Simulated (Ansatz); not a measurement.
RbLuSe$_{2}$ in space group R-3m (No. 166; Se on 6c, Lu on 3b, Rb on 3a), DFT-r²SCAN in the program Ansatz with PAW potentials. The conduction-band minimum lies at F, with 3 equivalent valleys. Second derivatives d²E/dk² of the lowest band at one valley (eV·Å²), along Cartesian directions:

```
direction  d²E/dk²
---------  -------
[100]        12.75
[010]        22.68
[001]        11.82
[110]        9.108
[101]        7.893
[011]        14.72
```

Find the principal effective masses, the density-of-states mass and the conductivity mass.

Off-diagonal terms follow from H_xy = H[110] − (H_xx + H_yy)/2, and m*/mₑ = 7.620 eV·Å² over each eigenvalue: 0.28, 0.50, 1.8. One valley's DOS mass (m₁m₂m₃)^(1/3) = 0.62, conductivity mass 3/(Σ 1/mᵢ) = 0.48 mₑ.

What effective density of states Nc follows at 300 K for parabolic valleys?

Nc = 2.509e19 × 3 × (0.62)^(3/2) ≈ 3.7e19 cm⁻³.

The workflow started from an entry of the Crystallography Open Database (COD, 153 K). Its standing as an ambient phase is unchecked. The cell was relaxed with r²SCAN under the symmetry of its start; whether a distortion lowers the energy is not shown. Spin–orbit coupling is left out wherever it is not named.

Potentials: the later of the program's two PAW sets.

Edges and masses are those of Kohn–Sham bands, whose gap is no quasiparticle gap.
